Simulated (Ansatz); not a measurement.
In PBE in the plane-wave PAW code Ansatz, GaSb in the NiAs type structure (P6_3/mmc) relaxes to a = 3.947 Å, c = 7.256 Å. Ga has 6 nearest neighbours from 2.91 Å (octahedral); Sb has 6 nearest neighbours from 2.91 Å (trigonal prismatic). Its formation energy from the elements is 0.058 eV/atom, with no fitted shifts.

Electronic character: metallic (no gap). Gap from PBE with spin–orbit coupling: none (metallic).

The bulk modulus is 529 kbar.

The start of the workflow was typed in or built on a structure type; neither database checked (COD, Materials Project) lists it. It is not the phase usual at ambient conditions (space group No. 216). The PBE relaxation kept the symmetry of its start; whether a distortion lowers the energy is not shown. The references are the lowest solids computed at this level, not always the standard phases. Scalar-relativistic: spin–orbit coupling is off unless named, which matters more the heavier the elements.

Potentials: the later of the program's two PAW sets.
